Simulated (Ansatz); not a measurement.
## Does the structure type survive?

The calculation used DFT PBE, scalar-relativistic, plane waves, PAW in Ansatz. All cells share a 420 eV cutoff and Γ-centred k meshes spaced at most 0.3 Å⁻¹ (0.19 for metals, 2π included).

Each formula is placed on the named type at a guessed volume, then cell and atoms relax at zero pressure without lowering the symmetry. Keeping the type says nothing about stability against other structures or lower symmetry. Neighbours of unlike kind are counted within 25 % of the shortest distance of their pair. The atoms listed around a site end at a clear gap in distance instead, so their number can differ.

Spin–orbit coupling is left out.

Run without spin polarisation, though moments may exist and would change the cell: CaSc.

Question: Does Cu2Os keep the MoSi2 (C11b) type (I4/mmm, No. 139), with Os for Mo, Cu for Si?

Answer: No. It keeps the space group, but the neighbours change from Cu 5 Os; Os 10 Cu to Cu 4 Os; Os 8 Cu, with a = 2.588 Å, c = 11.555 Å. Cu has 8 Cu at 2.59–2.60 Å and 4 Os at 2.68 Å; Os has 4 Os at 2.59 Å and 8 Cu at 2.68 Å.

Question: CaSc on the CuAu (L1_0) type (P4/mmm, No. 123), with Ca for Cu, Sc for Au: does the type hold?

Answer: Yes: a = 3.475 Å, c = 5.275 Å. Around Ca lie 4 Ca at 3.48 Å and 8 Sc at 3.60 Å; Sc is coordinated by 4 Sc at 3.48 Å and 8 Ca at 3.60 Å.

Cost: 2 runs of about 7.5 core-minutes in all, on Arm Neoverse V1 (shared hosts).